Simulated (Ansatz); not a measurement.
Sb$_{2}$Te$_{4}$O: phonons across the zone

Theory: DFT PBE, scalar-relativistic, plane waves, PAW in Ansatz 0.2.0. Settings: 420 eV plane-wave cutoff, Γ-centred 8×8×4 mesh, Gaussian smearing of 0.10 eV. No spin polarisation. Phonons by linear response, acoustic sum rule imposed.

Equilibrium structure at this level:
```yaml
crystal:
  lattice:
    - [4.56059, -2.03032, -0.38050]
    - [4.56059, 2.03032, -0.38050]
    - [-5.29666, 0.00000, 14.60470]
  atoms:
    - { symbol: Sb, position: [0.90593, 0.90593, 0.09390] }
    - { symbol: Sb, position: [0.09407, 0.09407, 0.90610] }
    - { symbol: Te, position: [0.59835, 0.59835, 0.21788] }
    - { symbol: Te, position: [0.40165, 0.40165, 0.78212] }
    - { symbol: Te, position: [0.66374, 0.66374, 0.53956] }
    - { symbol: Te, position: [0.33626, 0.33626, 0.46044] }
    - { symbol: O, position: [0.00000, 0.00000, 0.00000] }
```

The cell was found from a proposed guess, not taken from experiment. In a metal, frequencies and elastic constants depend on the k mesh and the smearing, soft modes and shear constants most. Spin–orbit coupling is left out, which matters for heavy elements. The q mesh is coarse, so values between its points are rough. No dispersion correction is applied, so modes and constants that involve weak contacts between layers, chains or molecules come out too soft.

Force constants from linear response on a 2×2×1 q mesh.

Path: Γ–C | C2–Y2–Γ–M2–D | D2–A–Γ | L2–Γ–V2. Only the points of the 2×2×1 mesh were computed; the rest is interpolation, which is rough on so few points. At q = (0.000, 0.000, 0.000) a computed mode is imaginary, 60i cm⁻¹, so the cell is unstable at this level. Distance along the path (Å⁻¹), then the branches (cm⁻¹, negative for imaginary):
```
0.000  -60 0 0 0 9 17 22 26 34 58 60 64 66 89 141 141 162 180 185 209 708
0.233  -58 -17 -12 9 13 19 21 34 49 49 62 66 78 87 145 145 160 176 178 207 700
0.466  -53 -29 -18 11 14 29 31 32 57 63 65 66 84 99 150 152 158 164 165 205 681
0.699  -51 -38 2 12 27 36 43 51 57 64 66 67 82 109 146 154 156 160 160 204 666
0.931  -52 -42 -14 17 27 35 38 51 59 66 69 71 88 106 148 154 157 161 162 205 664
1.008  -53 -41 -17 12 20 34 36 47 56 66 71 76 91 102 149 153 158 163 164 206 666
1.162  -54 -37 -22 -16 12 34 36 38 48 60 64 90 91 96 149 149 160 171 172 207 674
1.316  -53 -29 -22 -17 19 30 33 36 39 50 50 76 100 102 144 146 162 180 181 209 682
1.470  -53 -22 -18 11 21 26 28 30 32 37 53 63 102 108 139 144 164 185 186 210 687
1.635  -53 -26 -10 11 12 23 29 30 35 38 57 58 102 107 139 143 164 186 187 210 688
1.809  -55 -30 -26 -9 21 24 32 35 40 50 58 58 96 99 139 143 162 184 187 209 694
1.984  -58 -27 -17 -11 16 18 31 34 43 55 58 59 81 93 140 143 161 182 186 209 702
2.159  -60 -9 -3 4 16 18 18 27 34 58 60 63 68 89 141 142 161 180 185 209 707
2.333  -60 -10 -4 4 16 18 18 27 34 58 60 63 68 89 141 142 161 180 185 209 707
2.506  -58 -27 -17 -10 16 18 31 34 43 55 58 59 81 93 140 143 161 182 186 209 702
2.679  -55 -30 -26 -10 21 24 32 33 41 50 57 58 96 99 139 143 162 184 187 209 694
2.852  -53 -26 -12 11 13 22 28 31 36 39 56 58 102 107 139 143 164 186 187 210 688
3.018  -53 -22 -18 7 21 24 28 32 32 38 52 63 102 108 139 144 164 185 186 210 687
3.177  -53 -29 -22 -17 19 30 33 38 38 50 51 77 100 101 144 146 162 180 180 209 682
3.335  -54 -37 -20 -17 13 33 36 38 48 60 65 89 92 96 149 150 160 170 171 207 673
3.494  -53 -41 -13 10 21 34 36 47 57 66 71 75 90 104 149 154 157 163 163 205 665
3.573  -52 -42 -11 17 28 34 40 51 60 65 68 70 88 107 147 154 156 161 161 205 663
3.801  -51 -37 -6 12 27 35 43 50 56 64 67 67 82 109 147 154 156 160 160 204 666
4.030  -54 -28 -18 9 16 27 31 32 57 63 64 67 84 98 150 152 158 165 165 205 682
4.258  -58 -18 -13 13 14 16 21 34 48 49 62 66 78 88 145 145 160 176 179 207 700
4.486  -60 -4 4 10 12 12 16 27 35 58 60 64 67 89 141 141 162 180 185 209 708
4.542  -60 -4 5 8 10 14 18 27 34 58 60 64 66 89 141 141 162 180 185 209 708
4.597  -60 -3 6 6 8 15 20 27 34 58 60 64 66 89 141 141 162 180 185 209 708
4.653  -60 -2 3 3 9 16 21 26 34 58 60 64 66 89 141 141 162 180 185 209 708
4.709  -60 0 0 0 9 17 22 26 34 58 60 64 66 89 141 141 162 180 185 209 708
4.816  -50 -25 -16 6 16 35 41 50 55 65 67 69 84 108 147 153 156 160 161 204 665
5.032  -53 -25 -11 10 16 28 31 35 51 65 68 70 86 100 150 152 158 163 166 205 677
5.247  -57 -15 -13 -5 4 23 24 36 51 54 58 69 84 88 146 147 160 174 176 207 694
5.462  -60 -6 -3 8 12 18 20 26 38 53 64 66 67 89 142 142 161 180 184 209 706
5.676  -60 -7 1 8 12 18 20 26 38 53 64 66 67 89 142 142 161 180 184 209 706
5.888  -57 -15 -13 -8 8 22 25 36 51 54 58 69 84 88 146 147 160 174 176 207 694
6.100  -53 -24 -13 13 14 28 31 36 51 65 68 70 86 100 150 152 158 163 166 205 677
6.312  -50 -25 -16 1 18 35 41 50 55 66 66 68 84 108 147 153 157 160 161 204 665
```
